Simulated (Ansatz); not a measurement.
A geometry of C away from equilibrium: step 19 of the relaxation of a generated trial cell of C in the beta-Sn structure type. Level of theory: r2SCAN (plane waves to 500 eV, PAW, scalar-relativistic; Ansatz, a first-principles code). Γ-centred k-mesh 12×12×12 on the run's cell (coarser than for final values), Fermi–Dirac smearing 0.05 eV.

```xyz
2
Lattice="-1.2647 1.2647 1.7082 1.2647 -1.2647 1.7082 1.2647 1.2647 -1.7082" Properties=species:S:1:pos:R:3:forces:R:3 pbc="T T T" free_energy=-503.043 pressure_GPa=15.2
C      0.0000     1.2647     0.8541    0.0000    0.0000    0.0000
C      0.0000     0.0000     0.0000    0.0000    0.0000    0.0000
```

Positions in Å, forces in eV/Å, free energy of the cell in eV (comparable only within this code, potentials and settings). Largest force: all forces are below 0.005 eV/Å; the geometry lies 0.03 eV/atom above the end of its relaxation.

No spin polarisation in the result.

The run could not lose the symmetry of its start; a randomly shaken copy of 4 atoms returns to this structure.

All atoms sit on sites fixed by symmetry, so only the cell could relax.
